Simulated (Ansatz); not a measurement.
## Nb2B and the effect of the pressure

The cell as given:

```cif
data_structure
_symmetry_space_group_name_H-M 'P6/mmm'
_symmetry_Int_Tables_number 191
_cell_length_a 4.4076
_cell_length_b 4.4076
_cell_length_c 2.6686
_cell_angle_alpha 90.000
_cell_angle_beta 90.000
_cell_angle_gamma 120.000
_cell_volume 44.90
loop_
_atom_site_label
_atom_site_type_symbol
_atom_site_symmetry_multiplicity
_atom_site_Wyckoff_symbol
_atom_site_fract_x
_atom_site_fract_y
_atom_site_fract_z
_atom_site_occupancy
Nb1 Nb 2 d 0.33333 0.66667 0.50000 1
B1 B 1 a 0.00000 0.00000 0.00000 1
```

The cell comes from a database or a generator and needn't be the stable form of this composition.

Kept alike: task relaxation of cell and atoms; functional PBE; k mesh 7 × 7 × 10; occupations fermi-dirac, width 0.05 eV; no spin polarisation. Program: Ansatz, Ansatz PAW, cutoff 420 eV. The mesh is that of the run's cell of 3 atoms. No spin-orbit coupling.

```csv
"pressure, P (GPa)",volume (Å³/atom),first edge of the run's cell (Å),third edge of the run's cell (Å)
0,14.971,4.405,2.673
2,14.792,4.387,2.662
5,14.541,4.363,2.647
10,14.166,4.324,2.624
20,13.526,4.258,2.585
30,12.998,4.200,2.552
```

The relaxations keep at least the cell's symmetry (P6/mmm). For a metal such a mesh leaves the last digits unconverged. The runs follow the start's structure, whether or not it is the stable one at these pressures. P is the pressure aimed at, which the runs meet within some hundredths to tenths of a GPa.

Problem. What does the pressure change here?

Solution. The volume falls from 14.971 to 12.998 Å³/atom between 0 and 30 GPa. The volume falls ever more slowly, since the solid stiffens under load. At the pressures aimed at, which the runs meet within some tenths of a GPa, the step from 0 to 5 GPa gives a mean bulk modulus near 172 GPa, the last step 251 GPa. The first edge of the run's cell falls from 4.405 to 4.200 Å between 0 and 30 GPa. The third edge of the run's cell falls from 2.673 to 2.552 Å between 0 and 30 GPa.
